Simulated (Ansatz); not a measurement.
The relaxed structure here is a generated cell of PbO2: the first start was made by placing the elements on the sites of a structure type, and the end was not matched to a known phase here, so it may be hypothetical. Known forms of PbO2 include space group No. 136.

A relaxed cell of PbO$_{2}$ (I4/mmm (No. 139)), relaxed on a k-mesh at least as fine as the one used below. These are PBEsol (plane waves to 420 eV, PAW, scalar-relativistic; Ansatz, a quantum-chemistry and plane-wave program) values and carry that method's errors. Γ-centred k-mesh 7×4×9 on the run's cell (coarser than for final values), Fermi–Dirac smearing 0.05 eV.

```
PbO2
1.0
   -1.77555     1.77555     3.50501
    3.55111    -3.55111     7.01002
    1.77555     1.77555    -3.50501
Pb O
2 4
Cartesian
  0.00000   0.00000   0.00000
  1.77555  -1.77555   3.50501
  0.00000   0.00000   2.74641
  1.77555  -1.77555   6.25142
  0.00000   0.00000   4.26361
  1.77555  -1.77555   7.76861
```

Every atom was then displaced, and the forces became (eV/Å):

```json
[
 {"atom": "Pb1", "Fx": "1.71", "Fy": "-0.02", "Fz": "0.33"},
 {"atom": "Pb2", "Fx": "-2.36", "Fy": "-0.74", "Fz": "-0.70"},
 {"atom": "O3", "Fx": "-0.11", "Fy": "-0.24", "Fz": "0.65"},
 {"atom": "O4", "Fx": "-0.03", "Fy": "0.32", "Fz": "0.88"},
 {"atom": "O5", "Fx": "-0.31", "Fy": "-0.11", "Fz": "-0.66"},
 {"atom": "O6", "Fx": "1.11", "Fy": "0.79", "Fz": "-0.49"}
]
```

Q: Which atom was moved farthest relative to the others, and in which direction?

A: Pb2, by (0.26, 0.04, 0.09) Å (0.28 Å, mean shift removed); the next is O6 with 0.20 Å. Its force makes an angle of 171° with its move.

All displacements (Å):

```tsv
atom	ux	uy	uz
Pb1	0.068	0.126	-0.009
Pb2	0.333	0.073	0.094
O3	0.097	0.041	-0.026
O4	0.062	-0.057	-0.064
O5	-0.041	0.098	-0.021
O6	-0.083	-0.086	0.051
```

Q: Estimate the energy cost of the displacement in the harmonic approximation and compare with the calculation.

A: For a harmonic well ΔE = −½ Σ F·u = 0.539 eV a cell, or 90 meV/atom. The calculated energy relative to the undisplaced cell is +0.08 eV/atom, so the harmonic estimate holds well.

The undisplaced cell is probably no minimum: from this displacement the run went on to P-1 (No. 2), 0.092 eV/atom below it.

The relaxed cell holds bonded O–O pairs (1.52 Å). No spin polarisation in the result.
